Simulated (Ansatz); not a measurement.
## Zr (P6_3/mmc), axial (c/a) deformation path

These are results of DFT PBEsol, scalar-relativistic, plane waves, PAW (Ansatz 0.2.0), not measurements. The runs took a 420 eV cutoff, a Γ-centred 18×18×10 mesh and Gaussian smearing (0.15 eV). No spin polarisation. Energies are free energies at this smearing, counted from the undisturbed cell; pressure is positive in compression.

Zero of the scan (as given, not relaxed at this level; it stands at -3.3 GPa):

```yaml
crystal:
  lattice:
    - [3.23200, 0.00000, 0.00000]
    - [-1.61600, 2.79899, 0.00000]
    - [0.00000, 0.00000, 5.14700]
  atoms:
    - { symbol: Zr, position: [0.33333, 0.66667, 0.25000] }
    - { symbol: Zr, position: [0.66667, 0.33333, 0.75000] }
```

At fixed volume and fractional coordinates, lengths along (0.000, 0.000, 1.000) are scaled against those across it; ρ is that ratio over its starting value. The cell is metallic on the mesh throughout.

Over the sampled range (0.800 to 1.300), is the undisturbed cell the lowest point?

Yes, every other sampled point lies higher.

The scan:

| ρ | ΔE (meV/atom) |
| --- | --- |
| 0.800 | 182.6 |
| 0.850 | 109.6 |
| 0.920 | 33.8 |
| 0.960 | 9.0 |
| 1.000 | 0.0 |
| 1.050 | 7.2 |
| 1.100 | 28.2 |
| 1.200 | 82.4 |
| 1.300 | 155.3 |